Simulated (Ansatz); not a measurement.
Take a crystal in which Be has been replaced by Sr on all its sites, with the cell rescaled by a rough guess (in some cases also distorted within its space group) and nothing relaxed:

```
CELL_PARAMETERS angstrom
3.74685 0.00000 0.00000
-1.87342 3.24487 0.00000
0.00000 0.00000 6.39198
ATOMIC_POSITIONS crystal
Sr 0.33333 0.66667 0.25000
Sr 0.66667 0.33333 0.75000
```

All numbers below come from DFT PBEsol, scalar-relativistic, plane waves, PAW in Ansatz.

Plane waves to 420 eV, a k mesh through Γ of 15×15×8 on the computed 2-atom cell and Gaussian smearing (0.10 eV); no spin polarisation.

Q: Will this cell want to expand or contract, and how hard?

A: The pressure is 5.5 GPa (positive in compression), so the cell would expand.

Q: Is it a metal on this mesh?

A: Yes, a band crosses the Fermi level.

This form isn't the element's structure at ambient conditions.